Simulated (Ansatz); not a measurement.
# SiGe₃ (P-4m2) at 3 levels of theory

One geometry, relaxed with PBE; plane waves with PAW potentials in Ansatz, scalar-relativistic. No spin polarisation. Gaps are the least over mesh and band path; pressure is positive in compression.

```cif
data_structure
_symmetry_space_group_name_H-M 'P-4m2'
_symmetry_Int_Tables_number 115
_cell_length_a 4.0126
_cell_length_b 4.0126
_cell_length_c 5.6798
_cell_angle_alpha 90.000
_cell_angle_beta 90.000
_cell_angle_gamma 90.000
_cell_volume 91.45
loop_
_atom_site_label
_atom_site_type_symbol
_atom_site_symmetry_multiplicity
_atom_site_Wyckoff_symbol
_atom_site_fract_x
_atom_site_fract_y
_atom_site_fract_z
_atom_site_occupancy
Si1 Si 1 c 0.50000 0.50000 0.50000 1
Ge1 Ge 1 a 0.00000 0.00000 0.00000 1
Ge2 Ge 2 g 0.50000 0.00000 0.74354 1
```

| level | cutoff (eV) | k mesh | gap (eV) | pressure (GPa) |
| --- | --- | --- | --- | --- |
| PBE | 420 | 10×10×6 | 0.16 | 0.0 |
| r2SCAN | 500 | 10×10×6 | 0.43 | -2.6 |
| LDA | 420 | 10×10×6 | 0.02 | -4.3 |

The cell was found from a structure generator's guess, not taken from experiment.
